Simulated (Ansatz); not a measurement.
Sn:
```cif
data_Sn4
_chemical_formula_sum 'Sn4'
_space_group_name_H-M_alt 'I41/amd :1'
_space_group_IT_number 141
_space_group_name_Hall 'I 4bw 2bw -1bw'
_cell_length_a 5.87759
_cell_length_b 5.87759
_cell_length_c 3.15096
_cell_angle_alpha 90.000
_cell_angle_beta 90.000
_cell_angle_gamma 90.000
loop_
_atom_site_label
_atom_site_type_symbol
_atom_site_symmetry_multiplicity
_atom_site_Wyckoff_symbol
_atom_site_fract_x
_atom_site_fract_y
_atom_site_fract_z
_atom_site_occupancy
Sn1 Sn 4 a 0.00000 0.00000 0.00000 1
```
(The calculation used a cell of 2 atoms; values per cell refer to that cell.)

Relaxed with r²SCAN+D4.

Which orbitals make up the states near the Fermi level in r²SCAN+D4 in the plane-wave PAW code Ansatz?

Within 0.5 eV of the Fermi level: Sn 5p 82 %, Sn 5s 15 %. Projections are on Löwdin-orthogonalised atomic valence shells; empty p or d shells of many metals are not among them.

Tabulate the density of states.

States/eV per cell of 2 atoms, in 0.25 eV bins, energy from the Fermi level.

```
E (eV)  total  Sn 5p  Sn 5s
------  -----  -----  -----
-7.85    0.84   0.25   0.58
-7.60    0.84   0.25   0.58
-7.35    0.86   0.26   0.60
-7.10    0.97   0.26   0.70
-6.85    0.91   0.23   0.67
-6.60    0.55   0.17   0.37
-6.35    0.47   0.16   0.30
-6.10    0.46   0.16   0.29
-5.85    0.49   0.17   0.31
-5.60    0.59   0.22   0.36
-5.35    0.61   0.25   0.35
-5.10    0.42   0.16   0.25
-4.85    0.42   0.21   0.21
-4.60    0.43   0.24   0.18
-4.35    0.43   0.27   0.16
-4.10    0.53   0.38   0.14
-3.85    0.77   0.62   0.14
-3.60    0.86   0.71   0.15
-3.35    0.90   0.74   0.15
-3.10    0.87   0.72   0.15
-2.85    0.88   0.73   0.14
-2.60    0.92   0.77   0.14
-2.35    0.96   0.82   0.12
-2.10    1.05   0.92   0.11
-1.85    1.12   1.00   0.11
-1.60    1.26   1.13   0.12
-1.35    1.31   1.18   0.11
-1.10    1.13   1.01   0.10
-0.85    1.01   0.89   0.11
-0.60    0.95   0.81   0.12
-0.35    0.90   0.76   0.12
-0.10    0.87   0.72   0.13
0.15     0.87   0.71   0.14
0.40     0.87   0.69   0.15
0.65     0.90   0.70   0.16
0.90     0.94   0.72   0.18
1.15     0.92   0.70   0.18
1.40     0.81   0.62   0.16
1.65     0.89   0.68   0.17
1.90     0.97   0.74   0.18
2.15     0.95   0.72   0.18
2.40     0.95   0.73   0.17
2.65     1.02   0.78   0.16
2.90     1.11   0.86   0.15
3.15     1.07   0.81   0.13
3.40     1.13   0.83   0.12
3.65     1.24   0.89   0.12
3.90     1.29   0.92   0.11
4.15     1.46   1.06   0.11
4.40     1.59   1.16   0.11
4.65     1.52   1.10   0.11
```

Space group I4_1/amd (β-Sn type). Symmetry was held in the r²SCAN+D4 relaxation. The pairwise dispersion correction was not fitted to metals. Spin–orbit coupling is left out wherever it is not named.

Potentials: the later of the program's two PAW sets.
